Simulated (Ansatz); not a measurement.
## BeS, first-principles data

BeS:
```yaml
crystal:
  lattice:
    - [0.00000, 2.31463, 2.31463]
    - [2.31463, 0.00000, 2.31463]
    - [2.31463, 2.31463, 0.00000]
  atoms:
    - { symbol: S, position: [0.00000, 0.00000, 0.00000] }
    - { symbol: Be, position: [0.50000, 0.50000, 0.50000] }
```

Space group Fm-3m (No. 225), rock salt; conventional cell a = b = c = 4.6293 Å, α = β = γ = 90.00°.

Method: DFT-PBE in the program Ansatz with PAW potentials. The cell and atoms are relaxed at this level. Other levels are named where they apply.

Cell and energy:

| Quantity | Result |
|---|---|
| Volume per atom | 12.40 Å³ |
| Density | 2.75 g/cm³ |
| Formation energy from the elements (no fitted shifts) | -0.51 eV/atom |

Electronic structure:

| Quantity | Result |
|---|---|
| Band gap | 0.97 eV (indirect) |
| Valence-band maximum | on the K–Γ line, 60 % of the way from K |
| Conduction-band minimum | at X (3 equivalent valleys) |
| Smallest direct gap on the standard path | 4.16 eV |
| Electron effective mass | 0.29, 0.29, 0.97 mₑ (principal values) |
| Hole effective mass | 0.19, 0.92, 1.2 mₑ (principal values) |
| HSE06 gap on the PBE cell | 1.73 eV |

Mechanics:

| Item | Result |
|---|---|
| Bulk modulus (Birch–Murnaghan fit) | 108 GPa |
| Pressure derivative B′ | 3.8 |
| Elastic constants (relaxed ions, GPa) | C11 = 176, C12 = 73.7, C44 = 116 |
| Mechanical stability | stable (all eigenvalues of C positive) |
| Hill bulk and shear moduli | 108 and 83.6 GPa |
| Young's modulus | 199 GPa |
| Poisson's ratio | 0.19 |
| Debye temperature from the elastic constants | 782 K |

Dielectric response:

| Quantity | Value |
|---|---|
| Electronic dielectric constant ε∞ (DFPT) | 8.98 |
| Born charges (a third of the trace) | S -2.88, Be +2.88 e |

Phonons:

| Quantity | Result |
|---|---|
| Zone-centre stability | unstable, softest mode 234i cm⁻¹ |
| Dynamical stability on the path | unstable, down to 234i cm⁻¹ |

Charges:

| Item | Value |
|---|---|
| Bader charges | S -1.63, Be +1.63 e |

The cell is a constructed one: a structure type filled with these elements; neither database checked (COD, Materials Project) lists it. COD files the formula under space group No. 216. Its standing as an ambient phase is unchecked. Symmetry was held in the PBE relaxation. The references are the lowest solids computed at this level, not always the standard phases.

Potentials: the later of the program's two PAW sets.
